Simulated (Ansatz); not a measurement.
An Ansatz (a quantum-chemistry and plane-wave program) run. Input:

Ansatz 0.2 input:
```yaml
crystal:
  lattice:
    - [-1.5972732235, 1.5972732235, 2.4990925513]
    - [1.5972732235, -1.5972732235, 2.4990925513]
    - [1.5972732235, 1.5972732235, -2.4990925513]
  atoms:
    - { symbol: In, position: [0.0, 0.0, 0.0] }
kpoints:
  mp_grid: { grid: [31, 31, 31] }
hamiltonian:
  xc: pbesol
  pseudopotentials: { kind: paw }
scf:
  occupations: { method: fermi_dirac, width: 0.1 }
elastic: { mode: relaxed_ion, stencil: two_point, amplitude: 0.005, f_tol: 0.0005 }
```

Output (shortened):

```
Pseudopotential: In, paw, valence charge 13
Functional definition: PBEsol
Crystal: 1 atoms, lattice volume = 25.504 Å³
Basis set: ecut = 420 eV, 501 PW (Γ), exchange–correlation on 48×48×48 points (8 copies of the dense FFT grid, shifted against one another)
Bands: 11, of which v1, the nominal top of the filled ones, is band 7 counted from 1 (6 counted from 0)
Symmetry: 16 space group operations
Space group: I4/mmm (ITA 139), of the structure as read, at distance tolerance 2.9e-5 Å
k-points: 2176 of 29791
SCF 1 converged in 8 iterations: F = -5525.414834 eV  dr2 = 6.68e-15
Crystal: 1 atoms, lattice volume = 25.376 Å³
Symmetry: 8 space group operations
k-points: 4096 of 29791
SCF 2 converged in 7 iterations: F = -5525.414532 eV  dr2 = 1.04e-15
Crystal: 1 atoms, lattice volume = 25.631 Å³
Basis set: ecut = 420 eV, 505 PW (Γ), exchange–correlation on 48×48×48 points (8 copies of the dense FFT grid, shifted against one another)
SCF 3 converged in 5 iterations: F = -5525.414877 eV  dr2 = 3.43e-15
Crystal: 1 atoms, lattice volume = 25.376 Å³
SCF 4 converged in 6 iterations: F = -5525.414755 eV  dr2 = 5.86e-15
Crystal: 1 atoms, lattice volume = 25.631 Å³
SCF 5 converged in 5 iterations: F = -5525.414710 eV  dr2 = 8.52e-16
Crystal: 1 atoms, lattice volume = 25.503 Å³
Symmetry: 4 space group operations
k-points: 7696 of 29791
SCF 6 converged in 6 iterations: F = -5525.414820 eV  dr2 = 5.13e-14
Crystal: 1 atoms, lattice volume = 25.503 Å³
SCF 7 converged in 4 iterations: F = -5525.414820 eV  dr2 = 7.03e-14
Crystal: 1 atoms, lattice volume = 25.503 Å³
SCF 8 converged in 6 iterations: F = -5525.414826 eV  dr2 = 2.56e-15
Crystal: 1 atoms, lattice volume = 25.503 Å³
SCF 9 converged in 5 iterations: F = -5525.414826 eV  dr2 = 1.82e-15
SCF converged after 8 iterations
Free energy (F): -5525.414834 eV
Harris-Foulkes:  -5525.414834 eV  (|F-HF|=1.82e-12)
Internal energy: -5525.400559 eV  (E = F + TS)
E sigma→0 (E₀):  -5525.407697 eV
Entropy (-TS):   -0.014275 eV (-14.275 meV/atom)
Fermi energy:    10.439800 eV
--- Per-component energies (eV) ---
  E_band       = -20.552575
  E_kinetic    = 241.924078
  E_local      = -1060.762024  (includes V_loc(G=0)·N_el)
  E_nonlocal   = 367.380161
  E_hartree    = 415.089897
  E_xc         = -214.259884
  E_vxc        = -100.692868  (∫ρ·V_xc dr)
  E_paw        = -4081.390080  (= ΣΔE_a)
  E_vpaw       = -298.581740  (= ΣTr[D̂ρ^β])
  E_aug_tail   = 0.000025  (compensation charges beyond the density's cutoff)
  E_ewald      = -1193.618635
  E_core_change = 0.235902  (= ΣΔE_core)
  E_smearing   = -0.014275  (= −TS)
  E_closure    = 0.000000  (closes the sum)
  Σ components = -5525.414834   (vs F -5525.414834, Δ=0.00e0)
--- Forces (eV/Å), atoms counted from 1 ---
  atom   1  In     0.00000000     0.00000000     0.00000000
  max |Σ_I F_I| component: 0.0 eV/Å
--- Stress (GPa, compression-positive) ---
        0.213022       0.000000       0.000000
        0.000000       0.213022       0.000000
        0.000000       0.000000      -0.029460
  P = ⅓ Tr σ = 0.1322 GPa (1.322 kbar)
--- Band table (eV; the first three rows and the last of 2176) ---
  k-point 0: bands = ["-4.2448", "-4.0825", "-4.0825", "-4.0338", "-3.8795", "0.7068", "21.1988", "21.1988", "21.4235", "22.1271", "24.6332"]
  k-point 1: bands = ["-4.2395", "-4.0853", "-4.0799", "-4.0321", "-3.8819", "0.7398", "20.9471", "21.0636", "21.1742", "21.9519", "24.9138"]
  k-point 2: bands = ["-4.2238", "-4.0934", "-4.0723", "-4.0273", "-3.8890", "0.8390", "20.3535", "20.5909", "20.7067", "21.5468", "25.2164"]
  k-point 2175: bands = ["-4.4159", "-4.2733", "-3.7847", "-3.7615", "-3.7589", "7.2259", "7.5348", "15.2662", "15.5269", "19.0555", "19.3331"]
--- Elastic constants: 4 strain directions × 2 members + reference (group order 16) ---
  dense FFT box of the reference and of every strained cell: 24×24×24
  strains applied: 11, 33, 23, 12; error gains …
  C = ∂σ_k/∂η_j (tension-positive GPa; Voigt order 11 22 33 23 13 12):
        65.048     28.852     41.776      0.000      0.000      0.000
        28.852     65.048     41.776      0.000      0.000      0.000
        41.519     41.519     50.748      0.000      0.000      0.000
         0.000      0.000      0.000      6.709      0.000      0.000
         0.000      0.000      0.000      0.000      6.709      0.000
         0.000      0.000      0.000      0.000      0.000      3.811
  reference stress σ⁰ (GPa):     -0.213     -0.213      0.029      0.000      0.000      0.000
  moduli (Voigt/Reuss/Hill, GPa): K = 45.02/45.00/45.01   G = 8.03/6.07/7.05   E = 20.09   ν = 0.426
  mechanically stable: yes (min eigenvalue of sym C = 3.81 GPa)
  strain η (Voigt 11):  stress-route row diagonal C_11 = 65.05 GPa, energy-path curvature d²(F+E_count+ΔE)/dδ²/Ω₀ = 65.04 GPa
         δ    σ_11 (GPa)             F (eV)   n_scf  n_hpsi   n_pw
    -5.000e-3      -0.5471       -5525.4145323       7  900246    515   relax 0 steps, max|allowed force component| 0.00e0 eV/Å
     5.000e-3       0.1034       -5525.4148766       5  777697    519   relax 0 steps, max|allowed force component| 0.00e0 eV/Å
  strain η (Voigt 33):  stress-route row diagonal C_33 = 50.75 GPa, energy-path curvature d²(F+E_count+ΔE)/dδ²/Ω₀ = 50.76 GPa
         δ    σ_33 (GPa)             F (eV)   n_scf  n_hpsi   n_pw
    -5.000e-3      -0.2273       -5525.4147549       6  450400    513   relax 0 steps, max|allowed force component| 0.00e0 eV/Å
     5.000e-3       0.2802       -5525.4147104       5  403595    517   relax 0 steps, max|allowed force component| 0.00e0 eV/Å
  strain η (Voigt 23):  stress-route row diagonal C_44 = 6.71 GPa, energy-path curvature d²(F+E_count+ΔE)/dδ²/Ω₀ = 6.75 GPa
         δ    σ_23 (GPa)             F (eV)   n_scf  n_hpsi   n_pw
    -5.000e-3      -0.0335       -5525.4148203       6  1592336    516   relax 0 steps, max|allowed force component| 0.00e0 eV/Å
     5.000e-3       0.0335       -5525.4148203       4  1386485    516   relax 0 steps, max|allowed force component| 0.00e0 eV/Å
  strain η (Voigt 12):  stress-route row diagonal C_66 = 3.81 GPa, energy-path curvature d²(F+E_count+ΔE)/dδ²/Ω₀ = 3.89 GPa
         δ    σ_12 (GPa)             F (eV)   n_scf  n_hpsi   n_pw
    -5.000e-3      -0.0191       -5525.4148262       6  797030    517   relax 0 steps, max|allowed force component| 0.00e0 eV/Å
     5.000e-3       0.0191       -5525.4148262       5  723249    517   relax 0 steps, max|allowed force component| 0.00e0 eV/Å
```

Cost: around 11 core-minutes (rough) on shared cores.

Symmetry was held in the PBEsol relaxation. As this level gives no gap, shear constants depend on the k-mesh and smearing (Fermi–Dirac, 0.1 eV here). Axis ratios of metals converge slowly with the k-mesh, so a and c are less sure than the volume. Spin–orbit coupling is left out wherever it is not named.

Potentials: the later of the program's two PAW sets.

Ansatz is a plane-wave DFT program.
